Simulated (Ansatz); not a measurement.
Stress against strain in Ge

```yaml
crystal:
  lattice:
    - [0.00000, 2.82877, 2.82877]
    - [2.82877, 0.00000, 2.82877]
    - [2.82877, 2.82877, 0.00000]
  atoms:
    - { symbol: Ge, position: [0.50000, 0.50000, 0.50000] }
    - { symbol: Ge, position: [0.75000, 0.75000, 0.75000] }
```

Atoms are numbered in the order listed.

The conventional cell has a = 5.658 Å, b = 5.658 Å, c = 5.658 Å, α = 90.00°, β = 90.00°, γ = 90.00°. Ge (atom 1) has 4 Ge at 2.45 Å as nearest neighbours.

Structure: COD 9011050, as refined from experiment and not relaxed.

Method: DFT, PBEsol, all-electron LAPW, scalar-relativistic (Ansatz 0.2.0).

Sampling and basis: a Γ-centred 11×11×11 k mesh, Fermi–Dirac smearing of 0.05 eV, basis error target 0.5 meV/atom, no spin polarisation.

The strain is applied along the Cartesian axes of the cell as listed (the other components stay zero). Fractional coordinates are held (clamped ions).

σ is the change of stress from the unstrained cell, which is at 0.66 GPa; tension is positive, so slopes are stress–strain coefficients at that pressure. In a metal the k mesh adds noise.

Only quantities that a quadratic follows smoothly over the whole series are listed; rougher ones are left out.

| εxx = εyy | σzz (GPa) | σxx (GPa) |
| --- | --- | --- |
| -0.0200 | -2.08 | -3.63 |
| -0.0100 | -0.97 | -1.71 |
| 0.0000 | 0.00 | 0.00 |
| 0.0200 | 1.66 | 2.96 |

Problem. Fit the series and read off the stiffness at zero strain.

Solution. Least-squares fits y = p0 + p1 x + p2 x² to the rows give σzz (GPa): p1 = 93.4, p2 = -540; σxx (GPa): p1 = 165, p2 = -860. So 2 C12 = 93 GPa and C11 + C12 = 165 GPa.

Problem. One run, at εxx = εyy = 0.0100, is withheld. Predict its row.

Solution. The fits give 0.89, 1.57; the run gave 0.87, 1.55.
